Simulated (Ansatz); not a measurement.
# Profile along the Si–Mg line in Mg2Si (antifluorite type, space group Fm-3m)

Mg2Si (antifluorite type, space group Fm-3m)

```yaml
crystal:
  lattice:
    - [0.00000, 3.18221, 3.18221]
    - [3.18221, 0.00000, 3.18221]
    - [3.18221, 3.18221, 0.00000]
  atoms:
    - { symbol: Si, position: [0.00000, 0.00000, 0.00000] }
    - { symbol: Mg, position: [0.25000, 0.25000, 0.25000] }
    - { symbol: Mg, position: [0.75000, 0.75000, 0.75000] }
```

Fields along a shortest Si–Mg line of a {110} plane (2.76 Å), from Si to Mg, interpolated on the slice's grid (step about 0.3 Å). The numbers are results of PBE (plane waves to 420 eV, PAW, scalar-relativistic; Ansatz, a quantum-chemistry and plane-wave program), not measurements. k mesh 9×9×9. Near the nuclei the fields are pseudised (PAW); where an atom keeps semicore shells as valence, they peak there. Mg2Si was relaxed with its symmetry unable to fall. The PAW data are Ansatz's earlier set.

| distance from Si (Å) | valence electron density (e/Å³) | electron localisation function | density of the highest valence band (e/Å³) | density of the lowest conduction band (e/Å³) |
|---|---|---|---|---|
| 0.00 | 0.15 | x | 0.004 | 0.041 |
| 0.14 | 0.15 | x | 0.004 | 0.041 |
| 0.28 | 0.18 | x | 0.015 | 0.042 |
| 0.41 | 0.24 | x | 0.035 | 0.044 |
| 0.55 | 0.32 | 0.48 | 0.060 | 0.047 |
| 0.69 | 0.38 | 0.64 | 0.082 | 0.049 |
| 0.83 | 0.40 | 0.75 | 0.093 | 0.047 |
| 0.97 | 0.37 | 0.81 | 0.092 | 0.042 |
| 1.10 | 0.32 | 0.83 | 0.083 | 0.037 |
| 1.24 | 0.27 | 0.83 | 0.072 | 0.033 |
| 1.38 | 0.23 | 0.79 | 0.061 | 0.031 |
| 1.52 | 0.19 | 0.63 | 0.051 | 0.031 |
| 1.66 | 0.17 | 0.33 | 0.041 | 0.031 |
| 1.79 | 0.17 | 0.09 | 0.032 | 0.030 |
| 1.93 | 0.23 | 0.07 | 0.024 | 0.026 |
| 2.07 | 0.60 | 0.20 | 0.016 | 0.019 |
| 2.21 | 2.56 | 0.33 | 0.010 | 0.012 |
| 2.35 | 8.72 | x | 0.005 | 0.007 |
| 2.48 | 18.19 | x | 0.002 | 0.003 |
| 2.62 | 26.73 | x | 0.000 | 0.001 |
| 2.76 | 30.33 | x | 0.000 | 0.001 |

x: too close to a nucleus for the ELF to mean much. Band densities are of whole bands, smooth part only.

Density on the Si–Mg line (2.76 Å) at its density minimum, 1.7 Å from Si: 0.17 e/Å³. ELF at that point: 0.2. ELF maximum in the middle third of the Si–Mg line: 0.83, 1.2 Å from Si.
